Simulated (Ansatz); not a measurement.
## Is this Al4GeRu structure a true minimum?

It was reached by relaxing an invented guess, and it needn't be the stable form of this composition.

The calculation used DFT PBE, scalar-relativistic, plane waves, PAW in Ansatz 0.2.0. Plane waves to 420 eV, a k mesh through Γ of 12×12×8 on the computed 6-atom cell and Gaussian smearing (0.10 eV); no spin polarisation.

The cell below (6 atoms, space group P6/mmm (No. 191)) is relaxed within its symmetry.

```yaml
crystal:
  lattice:
    - [4.58823, 0.00000, 0.00000]
    - [-2.29411, 3.97352, 0.00000]
    - [0.00000, 0.00000, 5.23260]
  atoms:
    - { symbol: Al, position: [0.33333, 0.66667, 0.25387] }
    - { symbol: Al, position: [0.33333, 0.66667, 0.74613] }
    - { symbol: Al, position: [0.66667, 0.33333, 0.74613] }
    - { symbol: Al, position: [0.66667, 0.33333, 0.25387] }
    - { symbol: Ge, position: [0.00000, 0.00000, 0.00000] }
    - { symbol: Ru, position: [0.00000, 0.00000, 0.50000] }
```

For the test a repeat of it with 12 atoms (edges 4.59, 4.59, 10.47 Å) was strained at random (σ = 1.5 % a component), the atoms were moved at random (σ = 0.10 Å), and all was relaxed again on a coarse 6×6×2 mesh (in the run’s order of axes) with 0.20 eV smearing, with no symmetry imposed.

Task: What happens?

Result: It doesn't return. The energy falls by 296 meV/atom on that mesh, the volume changes by 1.3 %, and the end has space group P1 (No. 1) at a loose tolerance. Relaxed again on a 10×10×4 mesh with 0.10 eV smearing, the new structure lies 300 meV/atom below the first (mesh in the axes of the run's cell; the cell below is made exact in the group named). Space group P1 (No. 1), triclinic, a = 4.545 Å, b = 4.669 Å, c = 10.599 Å, α = 84.8°, β = 77.7°, γ = 61.7°. Al on its first site has 6 Al at 2.57–2.94 Å, 2 Ru at 2.61–2.69 Å, 3 Ge at 2.65–2.70 Å and 1 Al at 3.28 Å; around Al on its second site lie 4 Al at 2.53–2.78 Å, 2 Ge at 2.72–2.76 Å, 1 Ru at 2.76 Å, 3 Al at 3.18–3.30 Å and 1 Ge at 3.26 Å; around Ge on its first site lie 2 Ru at 2.59–2.68 Å, 9 Al at 2.63–3.01 Å and 1 Al at 3.30 Å; Ru on its first site has 2 Ge at 2.50–2.59 Å, 7 Al at 2.58–2.73 Å and 1 Al at 2.94 Å; 8 more sites not described.

```
CELL_PARAMETERS angstrom
4.54473 0.00000 0.00000
2.21348 4.11081 0.00000
2.25418 -0.11936 10.35624
ATOMIC_POSITIONS crystal
Al 0.04760 0.42596 0.92448
Al 0.97784 0.78342 0.37103
Al 0.86443 0.73364 0.68882
Al 0.60861 0.76029 0.15115
Al 0.55550 0.39187 0.64853
Al 0.27859 0.40433 0.16546
Al 0.71982 0.10738 0.91856
Al 0.66716 0.39780 0.37164
Ge 0.37274 0.76988 0.92457
Ge 0.29317 0.04167 0.47902
Ru 0.17164 0.08537 0.71939
Ru 0.94290 0.09839 0.13735
```
